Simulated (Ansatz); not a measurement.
Q: Each is relaxed and computed with r²SCAN (plane waves, PAW; program Ansatz). Which is the only one with a gap?
(A) MnGe, rock salt
(B) MnGe2, I4/mcm (Mn on 4a, Ge on 8h)
(C) LaBPd3, cubic perovskite
(D) KMnF3, cubic perovskite

A: D, KMnF3, cubic perovskite. KMnF3: gap 3.31 eV (indirect); MnGe: metal; MnGe2: metal; LaBPd3: metal. Spin orders computed, not proven ground states: KMnF3, cubic perovskite antiferromagnetic; MnGe, rock salt ferromagnetic; MnGe2, I4/mcm (Mn on 4a, Ge on 8h) ferromagnetic. Constructed cells (a structure type filled with these elements, in neither database checked): MnGe, rock salt. Standing as an ambient phase not checked: KMnF3, cubic perovskite; MnGe2, I4/mcm (Mn on 4a, Ge on 8h); LaBPd3, cubic perovskite. All cells were relaxed under the symmetry of their starts (and spin orders); stability against distortions was not tested throughout. Cells of antiferromagnets are given as chemical subcells. Rows with no word on spin ran without spin polarisation. No Hubbard U is applied. Scalar-relativistic: spin–orbit coupling is off unless named, which matters more the heavier the elements.

Potentials: the later of the program's two PAW sets.
